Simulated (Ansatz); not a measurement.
Space group C2/c (No. 15). a = 10.056 Å, b = 4.999 Å, c = 7.174 Å, α = 90.00°, β = 112.20°, γ = 90.00°
```tsv
atom	site	symmetry	x	y	z
Ti	8f	1	0.3730	0.5131	0.2830
Ti	4b	-1	0.5000	0.0000	0.0000
O	8f	1	0.3101	0.1635	0.3469
O	4e	2	0.0000	0.6856	0.7500
O	8f	1	0.0818	0.1574	0.9407
```

Equation of state of this Ti₃O₅ structure (not necessarily the ground state), with shape and atoms relaxed at each volume where symmetry leaves them free. It has no gap at any of these volumes. Level of theory: Ansatz, DFT PBEsol, scalar-relativistic, plane waves, PAW.

Settings: cutoff 420 eV, Γ-centred mesh 8×8×6 on the computed 16-atom cell, Gaussian smearing of 0.10 eV; no spin polarisation.

| V (Å³/atom) | E − E(largest V) (meV/atom) | P (GPa) |
| --- | --- | --- |
| 9.183 | 55.54 | 31.21 |
| 9.496 | 3.69 | 22.14 |
| 9.809 | -31.28 | 13.94 |
| 10.122 | -50.99 | 6.53 |
| 10.435 | -57.09 | -0.01 |
| 10.748 | -51.23 | -5.71 |
| 11.061 | -35.02 | -10.62 |
| 11.479 | 0.00 | -15.92 |

Question: Fit a third-order Birch–Murnaghan equation to E(V).

Answer: V0 = 10.43 Å³/atom, B0 = 201 GPa, B0' = 3.3.

Spin polarisation was left out, and a magnetic state may lie lower.

Cost: 8 runs of about 42 core-minutes in all, on AMD EPYC 9R45 (Zen 5) (shared hosts).